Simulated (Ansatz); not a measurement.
A generator proposed this cell of TiH₃.

```
CELL_PARAMETERS angstrom
3.54236 0.00000 0.00000
-1.77118 3.06777 0.00000
0.00000 0.00000 5.93107
ATOMIC_POSITIONS crystal
Ti 0.33333 0.66667 0.25000
Ti 0.66667 0.33333 0.75000
H 0.33333 0.66667 0.56342
H 0.33333 0.66667 0.93658
H 0.66667 0.33333 0.43658
H 0.66667 0.33333 0.06342
H 0.00000 0.00000 0.25000
H 0.00000 0.00000 0.75000
```

Method: Ansatz 0.2.0, DFT PBE, scalar-relativistic, plane waves, PAW. Plane waves to 420 eV, a k mesh through Γ of 6×6×4 on the computed 8-atom cell and Gaussian smearing (0.10 eV); no spin polarisation.

Formation energies are uncorrected and refer to the elements' standard structures at the same level (H₂ as a molecule).

Q: Estimate its pressure, forces and energy as it stands.

A: The pressure is -19.5 GPa (the mean over three directions, positive in compression), the largest force is 1.00 eV/Å, and the energy is −0.05 eV/atom against the elements. The shortest distance is 1.86 Å.

Q: Is it a good guess?

A: A rough one: relaxing gains about 0.23 eV/atom (the start's value is from the coarse mesh, so the gain is rough) in 11 ionic steps and ends at −0.28 eV/atom on the finer mesh. The symmetry stays P6_3/mmc (No. 194). The end has the anti-Na3As type. The volume per atom shrinks by 24.8 %, from 8.1 to 6.1 Å³. The shortest distance goes from 1.86 Å (Ti–H) to 1.74 Å (H–H). Conventional cell: a = 3.165 Å, c = 5.585 Å. Ti is surrounded by 11 H at 1.83–2.02 Å; around H on a site of symmetry 3m lie 1 H at 1.74 Å, 4 Ti at 1.92–2.02 Å and 6 H at 2.02–2.11 Å; H on a site of symmetry -6m2 has 3 Ti at 1.83 Å and 6 H at 2.02 Å.

The last run used a 15×15×8 mesh (in the run's order of axes) for its 8-atom cell and Gaussian smearing of 0.10 eV. With hydrogen, zero-point motion can shift formation energies by some tens of meV/atom. The relaxation can't lower the symmetry of the start, and the grade says only how near the guess is to its own end. A later test with randomly moved atoms came back to the same energy, though modes that don't fit the test's cell weren't probed.
